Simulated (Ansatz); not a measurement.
All numbers below come from DFT PBE, scalar-relativistic, plane waves, PAW in Ansatz. All cells share a 420 eV cutoff and Γ-centred k meshes spaced at most about 0.3 Å⁻¹ (about 0.25 or finer for metals, 2π included). Collinear spin in cells that started with moments and kept them past the coarse steps, no spin elsewhere.

These are static total energies at zero pressure.

Compare these two cells of ScF5, each relaxed at this level.

1. (site moments F 0.9 (×2) μB)

```cif
data_structure
_symmetry_space_group_name_H-M 'P-62m'
_symmetry_Int_Tables_number 189
_cell_length_a 5.9928
_cell_length_b 5.9928
_cell_length_c 2.9834
_cell_angle_alpha 90.000
_cell_angle_beta 90.000
_cell_angle_gamma 120.000
_cell_volume 92.79
loop_
_atom_site_label
_atom_site_type_symbol
_atom_site_symmetry_multiplicity
_atom_site_Wyckoff_symbol
_atom_site_fract_x
_atom_site_fract_y
_atom_site_fract_z
_atom_site_occupancy
Sc1 Sc 1 b 0.00000 0.00000 0.50000 1
F1 F 2 d 0.66667 0.33333 0.50000 1
F2 F 3 f 0.23840 0.00000 0.00000 1
```

2. (site moments F 0.2 (×2), 0.5 (×2), 0.7 μB)

```cif
data_structure
_symmetry_space_group_name_H-M 'P4/mmm'
_symmetry_Int_Tables_number 123
_cell_length_a 4.1186
_cell_length_b 4.1186
_cell_length_c 5.0669
_cell_angle_alpha 90.000
_cell_angle_beta 90.000
_cell_angle_gamma 90.000
_cell_volume 85.95
loop_
_atom_site_label
_atom_site_type_symbol
_atom_site_symmetry_multiplicity
_atom_site_Wyckoff_symbol
_atom_site_fract_x
_atom_site_fract_y
_atom_site_fract_z
_atom_site_occupancy
Sc1 Sc 1 c 0.50000 0.50000 0.00000 1
F1 F 2 f 0.00000 0.50000 0.00000 1
F2 F 2 e 0.00000 0.50000 0.50000 1
F3 F 1 a 0.00000 0.00000 0.00000 1
```

Question: Which is lower in energy, and by how much?

Answer: Cell 1 is lower, by 0.41 eV/atom. Cell 1 has space group P-62m (No. 189), 15.5 Å³/atom and no gap on its mesh; cell 2 has space group P4/mmm (No. 123), 14.3 Å³/atom and no gap. Counting F atoms around Sc (those within 1.25 times the shortest such distance or 1.15 times the sum of covalent radii), cell 1 has Sc 6 and cell 2 has Sc 4. In cell 1, Sc is surrounded by 6 F at 2.07 Å, 2 Sc at 2.98 Å and 6 F at 3.46 Å; around F on a site of symmetry -6 lie 6 F at 2.77 Å, 2 F at 2.98 Å, 3 Sc at 3.46 Å and 3 F at 3.46 Å (long contacts); F on a site of symmetry m2m has 2 Sc at 2.07 Å, 2 F at 2.47 Å and 4 F at 2.77 Å. In cell 2, Sc is surrounded by 4 F at 2.06 Å, 4 F at 2.91 Å and 8 F at 3.26 Å; F on a site of symmetry mmm is surrounded by 2 F at 2.06 Å, 2 Sc at 2.06 Å and 2 F at 2.53 Å; around F on a second site of symmetry mmm lie 2 F at 2.53 Å, 4 F at 2.91 Å, 4 F at 3.26 Å and 4 Sc at 3.26 Å (long contacts); 1 more site not described. Both come from invented guesses. A third cell relaxed alike, in P6/mmm, lies 138 meV/atom below the lower of the two.

No dispersion correction is applied, so the spacing and binding between layers, chains or molecules are poorly described (P-62m, P4/mmm), and this can change margins and order among such cells. The magnetic state reached may not be the lowest. Cells relaxed within their symmetry can be saddle points. Some candidate types were left out of the draw beforehand, so a known form may be missing.
